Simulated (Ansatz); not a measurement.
A relaxation computed with Ansatz, from input to last step.

```yaml
crystal:
  lattice:
    - [2.5193133401, 0.0, 0.0]
    - [0.0, 2.5193133401, 0.0]
    - [0.0, 0.0, 3.7755534357]
  atoms:
    - { symbol: Fe, position: [0.0, 0.0, 0.0], spin: 2.49 }
    - { symbol: Zn, position: [0.5, 0.5, 0.5] }
basis:
  ecutwfc: 420
kpoints:
  mp_grid: { grid: [16, 16, 12] }
hamiltonian:
  xc: pbesol
scf:
  occupations: { method: gaussian, width: 0.1 }
output:
  forces: true
  stress: true
  eigenvalues: true
  populations: true
magnetization:
  spin_polarized: true
relax:
  adjacent_minimum: "off"
  f_tol: 0.01
  max_steps: 60
  cell: { stress_tol: 0.1 }
```

```bash
ansatz run input.yaml --threads 1 --pin off --max-ram 2560MiB --backend cpu --events-out ev --progress --plain --runs-dir out
```

All numbers below come from DFT PBEsol, scalar-relativistic, plane waves, PAW (Ansatz 0.2.0).

Of 4 frames 3 are shown, positions in Å and forces in eV/Å; the SCF threshold varies from step to step. Steps run on the plane waves of an earlier cell, with a Pulay correction in the pressure. The basis is chosen afresh for the last frame, the zero of the energies, and at times for earlier ones too; energy and pressure step there, also at an unchanged geometry.

```xyz
2
Lattice="2.5193 0.0000 0.0000 0.0000 2.5193 0.0000 0.0000 0.0000 3.7756" Properties=species:S:1:pos:R:3:forces:R:3 pbc="T T T" step=1 free_energy_over_end_meV_per_atom=0.06 pressure_GPa=0.42
Fe    0.0000    0.0000    0.0000    0.0000    0.0000    0.0000
Zn    1.2597    1.2597    1.8878    0.0000    0.0000    0.0000
2
Lattice="2.5213 0.0000 0.0000 0.0000 2.5213 0.0000 0.0000 0.0000 3.7753" Properties=species:S:1:pos:R:3:forces:R:3 pbc="T T T" step=2 free_energy_over_end_meV_per_atom=0.03 pressure_GPa=0.17
Fe    0.0000    0.0000    0.0000    0.0000    0.0000    0.0000
Zn    1.2606    1.2606    1.8877    0.0000    0.0000    0.0000
2
Lattice="2.5234 0.0000 0.0000 0.0000 2.5234 0.0000 0.0000 0.0000 3.7735" Properties=species:S:1:pos:R:3:forces:R:3 pbc="T T T" step=4 free_energy_over_end_meV_per_atom=0.00 pressure_GPa=-0.02
Fe    0.0000    0.0000    0.0000    0.0000    0.0000    0.0000
Zn    1.2617    1.2617    1.8868    0.0000    0.0000    0.0000
```

The run took 79 s on 1 thread of Arm Neoverse V2, with other jobs on the host, peak memory 0.54 GiB.

Only parallel moments were tried here.